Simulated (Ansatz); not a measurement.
Relaxed Hf (hcp, Mg type):

```
CELL_PARAMETERS angstrom
      6.39583     0.00000     0.00000
     -1.59896     2.76947     0.00000
      0.00000     0.00000     5.04735
ATOMIC_POSITIONS crystal
  Hf 0.16667 0.66667 0.75000
  Hf 0.66667 0.66667 0.75000
  Hf 0.33333 0.33333 0.25000
  Hf 0.83333 0.33333 0.25000
```

In this cell atom 3 (Hf, nearest neighbour Hf at 3.127 Å; its periodic images, 3.2 Å or more away, move with it) is moved by s along Cartesian z, unit vector (0.000, 0.000, 1.000); all other atoms and the cell stay fixed.

Calculation: r2SCAN (plane waves to 500 eV, PAW, scalar-relativistic; Ansatz, a quantum-chemistry and plane-wave program). k mesh 13×13×8 (Γ-centred), Fermi-Dirac smearing 0.05 eV. The energy includes the smearing's −TS. Left out: 4 of 11 points, with atoms too close for the PAW data. With partly filled bands, energies and forces of such displacements shift with the k mesh and the smearing. Hf is run without spin polarisation. Hf was relaxed with its symmetry unable to fall. Spin-orbit coupling is left out, though Hf is heavy. The zero of ΔE is the undisplaced structure.

The scan covers s from -0.564 to 0.564 Å in 7 points.

Question: Is this a single well or a double well?

Answer: A single well with its minimum at or next to zero displacement.

Question: Is the energy the same for equal positive and negative displacements?

Answer: Even: the same for both signs. With its periodic images moving along, the atom's site symmetry in this cell is mm2.

Question: What is the energy change at s = 0.564 Å?

Answer: 1253 meV/cell.

Question: What force acts on the atom along the line at s = -0.564 Å?

Answer: 5.30 eV/Å.

(A displaced cell: forces are minus the slopes of the energy, force constants its curvatures, and phonons follow from these.)
